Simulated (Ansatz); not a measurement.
InP (zinc blende)

```
CELL_PARAMETERS angstrom
      0.00000     5.90701     5.90701
      2.95351     2.95351     5.90701
      2.95351     2.95351     0.00000
ATOMIC_POSITIONS crystal
  P  0.00000 0.75000 0.75000
  P  0.50000 0.75000 0.75000
  In 0.00000 0.00000 0.00000
  In 0.50000 0.00000 0.00000
```

The atoms are displaced by Q × the pattern below (from a DFPT mode at X = (0.5, 0.5, 0.0), largest move 1; Q in Å), at fixed cell. It is one choice among 2 degenerate patterns. (q is in reciprocal vectors of the primitive cell; the cell shown is doubled to hold the pattern.)

```json
[
 {"atom": "P1", "x": "0.000", "y": "-1.000", "z": "0.000"},
 {"atom": "P2", "x": "0.000", "y": "1.000", "z": "0.000"},
 {"atom": "In3", "x": "0.198", "y": "0.000", "z": "0.000"},
 {"atom": "In4", "x": "-0.198", "y": "0.000", "z": "0.000"}
]
```

These are r2SCAN (plane waves to 500 eV, PAW, scalar-relativistic; Ansatz, an electronic-structure program) values and carry that method's errors. k mesh 10×10×10 (Γ-centred), Fermi-Dirac smearing 0.05 eV. The energy includes the smearing's −TS. InP was relaxed with its symmetry unable to fall. ΔE is measured from the undisplaced structure.

```json
[
 {"Q (Å)": "-0.2800", "ΔE (meV/cell)": "1008"},
 {"Q (Å)": "-0.2333", "ΔE (meV/cell)": "701"},
 {"Q (Å)": "-0.1867", "ΔE (meV/cell)": "449"},
 {"Q (Å)": "-0.1400", "ΔE (meV/cell)": "252"},
 {"Q (Å)": "-0.0933", "ΔE (meV/cell)": "withheld"},
 {"Q (Å)": "-0.0467", "ΔE (meV/cell)": "28"},
 {"Q (Å)": "0.0000", "ΔE (meV/cell)": "0"},
 {"Q (Å)": "0.0467", "ΔE (meV/cell)": "28"},
 {"Q (Å)": "0.0933", "ΔE (meV/cell)": "withheld"},
 {"Q (Å)": "0.1400", "ΔE (meV/cell)": "252"},
 {"Q (Å)": "0.1867", "ΔE (meV/cell)": "449"},
 {"Q (Å)": "0.2333", "ΔE (meV/cell)": "701"},
 {"Q (Å)": "0.2800", "ΔE (meV/cell)": "1008"}
]
```

**Question.** Fit an even polynomial form (powers 2, 4) to the given rows and predict ΔE at Q = -0.0933.

**Answer.** Least squares on the 11 given rows: ΔE = (12900)·Q² + (-459.4)·Q⁴, in meV/cell with Q in Å; root-mean-square residual 0.4 meV/cell. At -0.0933 the fit gives 112 meV/cell; the calculation gives 112 meV/cell, the same to the digits shown. The quadratic term alone would give 112 meV/cell.

(A displaced cell: forces are minus the slopes of the energy, force constants its curvatures, and phonons follow from these.)
